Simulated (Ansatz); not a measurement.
Input and command of a plane-wave DFT calculation in Ansatz:

```yaml
crystal:
  lattice:
    - [3.8246790732, 0.0, 0.0]
    - [-1.9123395366, 3.3785146235, 0.0]
    - [0.0, 0.0, 32.3760079986]
  atoms:
    - { symbol: Se, position: [0.6666666667, 0.3333333333, 0.4505636621] }
    - { symbol: Sn, position: [0.0, 0.0, 0.5] }
    - { symbol: Se, position: [0.3333333333, 0.6666666667, 0.5494363379] }
  periodic: [true, true, false]
basis:
  ecutwfc: 420
kpoints:
  mp_grid: { grid: [12, 12, 1] }
  band_path:
    path:
      - [0, 0, 0]
      - [0.5, 0, 0]
      - [0.3333333333333, 0.3333333333333, 0]
      - [0, 0, 0]
    npoints: 8
hamiltonian:
  xc: pbe
  dispersion: d3bj
scf:
  occupations: { method: gaussian, width: 0.02 }
output:
  forces: true
  stress: true
  eigenvalues: true
  write_density: true
  write_potential: true
  elf: true
  volumetric_format: npy
relax:
  adjacent_minimum: "off"
  f_tol: 0.01
  max_steps: 40
```

```bash
ansatz run input.yaml --threads 2 --pin off --max-ram 5120MiB --backend cpu --events-out ev --progress --plain --runs-dir out
```

Processor: Intel(R) Xeon(R) Processor @ 2.70GHz, 2 threads, on a host shared with other jobs.

Problem. How long does it run, and how much memory does it take?

Solution. About 92 s on 2 threads of Intel(R) Xeon(R) Processor @ 2.70GHz, with other jobs on the host, peak memory 0.87 GiB. It solves 28 bands at 43 k points (the mesh reduced by symmetry) with about 8217 plane waves, in 19 SCF iterations over 3 ionic steps.
